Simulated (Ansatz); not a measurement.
Level of theory: DFT PBE, scalar-relativistic, plane waves, PAW (Ansatz). Settings: cutoff 420 eV, Γ-centred meshes spaced at most about 0.3 Å⁻¹, and about 0.25 Å⁻¹ or finer for metals (2π included), Gaussian smearing. No spin polarisation in the final relaxations.

All energies are static (0 K, no zero-point motion).

Two relaxed structures of SnH5:

1.

Space group I4/mmm (No. 139). a = 3.987 Å, b = 3.987 Å, c = 6.070 Å, α = 90.00°, β = 90.00°, γ = 90.00°
```json
{"atom": "Sn", "site": "2b", "symmetry": "4/mmm", "x": "0.5000", "y": "0.5000", "z": "0.0000"}
{"atom": "H", "site": "4d", "symmetry": "-4m2", "x": "0.0000", "y": "0.5000", "z": "0.2500"}
{"atom": "H", "site": "2a", "symmetry": "4/mmm", "x": "0.0000", "y": "0.0000", "z": "0.0000"}
{"atom": "H", "site": "4e", "symmetry": "4mm", "x": "0.5000", "y": "0.5000", "z": "0.3449"}
```

2.

Space group F-43m (No. 216). a = 5.481 Å, b = 5.481 Å, c = 5.481 Å, α = 90.00°, β = 90.00°, γ = 90.00°
```tsv
atom	site	symmetry	x	y	z
Sn	4d	-43m	0.2500	0.2500	0.7500
H	16e	.3m	0.6550	0.1550	0.8450
H	4a	-43m	0.0000	0.0000	0.0000
```

Question: Which form is favoured at zero pressure, and by what margin per atom?

Answer: Cell 1 is lower, by 0.32 eV/atom. Cell 1 has space group I4/mmm (No. 139), 8.0 Å³/atom and no gap on its mesh; cell 2 has space group F-43m (No. 216), 6.9 Å³/atom and no gap. Counting H atoms around Sn (those within 1.25 times the shortest such distance or 1.15 times the sum of covalent radii, 1.27 where that leaves under three; a plus sign parts nearer from farther groups), cell 1 has Sn 2+8 and cell 2 has Sn 16. Cell 1 holds H–H units of three or more atoms (shortest 0.94 Å); in cell 2 the shortest H–H distance is 1.47 Å. The lower one is the more open, so pressure narrows the difference. Even the lower one lies +0.68 eV/atom against the reference forms of the elements (uncorrected), so neither is stable at this level. In cell 1, around Sn lie 2 H at 2.09 Å and 8 H at 2.51 Å; H on a site of symmetry -4m2 is surrounded by 4 H at 2.08 Å (long against covalent radii, as for large ions); H on a site of symmetry 4/mmm is surrounded by 2 H at 0.94 Å; 1 more site not described. In cell 2, around Sn lie 16 H at 2.34–2.37 Å; H on a site of symmetry 3m has 3 H at 1.47 Å, 3 H at 2.24 Å and 3 Sn at 2.34 Å; H on a site of symmetry -43m has 12 H at 2.24 Å and 4 Sn at 2.37 Å. Both come from invented guesses.

Weakly bound directions are ill-defined at this level, which has no dispersion term (I4/mmm), and this can change margins and order among such cells. H stands nearly free of neighbours here, and without spin polarisation the energy of such atoms comes out too high. With hydrogen, zero-point motion can shift such differences by 10 meV/atom or more. A magnetic state wasn't ruled out in cells without spin, among them I4/mmm, F-43m. Cells relaxed within their symmetry can be saddle points.
